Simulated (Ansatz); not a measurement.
Start of a relaxation of NaC4N4:

```
CELL_PARAMETERS angstrom
3.99873 0.00000 0.00000
0.00000 3.99873 0.00000
0.00000 0.00000 3.21845
ATOMIC_POSITIONS crystal
Na 0.50000 0.50000 0.50000
C 0.24225 0.00000 0.50000
C 0.75775 0.00000 0.50000
C 0.00000 0.24225 0.50000
C 0.00000 0.75775 0.50000
N 0.50000 0.00000 0.78742
N 0.00000 0.50000 0.78742
N 0.50000 0.00000 0.21258
N 0.00000 0.50000 0.21258
```

Theory: DFT PBE, scalar-relativistic, plane waves, PAW in Ansatz 0.2.0. Cutoff 420 eV, Gaussian smearing, Γ-centred meshes. Cell and atoms relax first on a coarse mesh and then on a finer one. In between, the cell is made exact in the group found at 0.06 Å. In metals the finer mesh still leaves noise of several meV/atom or more. The steps can't lower the symmetry of their start. No spin polarisation.

A guess keeps its type if space group and coordination stay and the shape of the cell changes little (axis ratios within about 15 %, angles within 6°); the volume may change.

Question: Will the relaxed cell still be of the starting type?

Answer: It keeps its type. The symmetry stays P4/mmm (No. 123). The volume per atom grows by 34.9 %, from 5.7 to 7.7 Å³. The shortest distance goes from 1.37 Å (N–N) to 1.44 Å (N–N). The ratio c/a of the conventional cell changes by a factor of 0.94. Counting neighbours within 15 % of an atom's shortest distance, the start has C 4, N 3, Na 16 and the end C 4, N 3, Na 16.

The last run used an 8×8×12 mesh (in the run's order of axes) for its 9-atom cell and Gaussian smearing of 0.10 eV. An odd number of electrons in the primitive cell allows no gap without spin; a larger cell or a magnetic state could open one. The cell is a metal run without spin; a magnetic state may lie lower. Symmetry constrained the relaxation, so the result can be a saddle point.
